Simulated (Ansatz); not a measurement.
Consider the following.

MgS (rock salt)

```
CELL_PARAMETERS angstrom
      0.00000     2.61485     2.61485
      2.61485     0.00000     2.61485
      2.61485     2.61485     0.00000
ATOMIC_POSITIONS crystal
  S  0.00000 0.00000 0.00000
  Mg 0.50000 0.50000 0.50000
```

The volume is varied about the relaxed value V₀ at fixed cell shape. Symmetry pins the atoms to their sites.

These are PBE (plane waves to 420 eV, PAW, scalar-relativistic; Ansatz, a first-principles code) values and carry that method's errors. k mesh 11×11×11 (Γ-centred), Fermi-Dirac smearing 0.05 eV. Energies are smeared free energies. Stress and pressure are positive under compression. MgS was relaxed with its symmetry unable to fall. The zero of ΔE is the relaxed starting cell.

The scan covers V/V₀ from 0.940 to 1.060 in 13 points.

Problem. What pressure does the cell carry at V/V₀ = 0.940?

Solution. 5.20 GPa.

Problem. What is ΔE at V/V₀ = 0.940?

Solution. 16.5 meV/atom.

Problem. What is ΔE at V/V₀ = 1.060?

Solution. 13.4 meV/atom.

(Under strain, the slope of the energy per volume gives the stress and its curvature an elastic modulus.)
